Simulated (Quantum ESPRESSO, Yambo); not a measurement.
## Quasiparticle gap of NaLiCdS2

```cif
data_CdLiNaS2
_chemical_formula_sum 'Li1 Na1 S2 Cd1'
_space_group_name_H-M_alt 'P 1'
_space_group_IT_number 1
_cell_length_a 4.15727
_cell_length_b 4.15727
_cell_length_c 7.04195
_cell_angle_alpha 90.000
_cell_angle_beta 90.000
_cell_angle_gamma 120.000
loop_
_space_group_symop_operation_xyz
  'x, y, z'
loop_
_atom_site_label
_atom_site_type_symbol
_atom_site_fract_x
_atom_site_fract_y
_atom_site_fract_z
_atom_site_occupancy
Li1 Li 0.66667 0.33333 0.65898 1
Na1 Na 0.33333 0.66667 0.97300 1
S1 S 0.66667 0.33333 0.24511 1
S2 S 0.00000 0.00000 0.74073 1
Cd1 Cd 0.00000 0.00000 0.38218 1
```

The geometry is that of Materials Project entry mp-1220967, symmetrised and not relaxed again.

Starting point: PBEsol (Quantum ESPRESSO, PseudoDojo norm-conserving, 102 Ry, without SOC). G0W0 in Yambo: 3×3×2 Γ-centred k mesh, bands 7 to 197 and a 8 Ry block in the screening, 197 bands in G with the Bruneval-Gonze terminator, plasmon pole fitted at 27.2 eV.

- PBEsol gap along the band path = 1.47 eV
- PBEsol gap between the mesh's edge points (Γ → Γ) = 1.47 eV
- G0W0 gap between the same points = 2.96 eV

| k point | band | E PBEsol (eV) | E QP (eV) | shift (eV) | Z |
|---|---|---|---|---|---|
| Γ | VB | 0.00 | -1.05 | -1.05 | 0.78 |
| Γ | CB | 1.47 | 1.91 | 0.44 | 0.81 |
| A | VB | -0.11 | -1.20 | -1.09 | 0.78 |
| A | CB | 2.43 | 2.90 | 0.47 | 0.80 |
| K | VB | -1.34 | -2.47 | -1.13 | 0.78 |
| K | CB | 4.47 | 4.84 | 0.37 | 0.82 |
| H | VB | -0.73 | -1.81 | -1.08 | 0.78 |
| H | CB | 4.12 | 4.73 | 0.61 | 0.81 |

Energies count from the PBEsol valence-band maximum.

Nearest settings tried, and what they do to the gap: 126 bands in W, 126 bands in G: +12 meV; 7 Ry block (251 vectors against 289): -8 meV; 3×3×1 mesh: -170 meV. So the settings aren't converged at that level. The k mesh is coarse.

Spin-orbit splittings are left out.

The structure is a Materials Project entry; no match was found in the copy of COD used, and its stability was not checked.
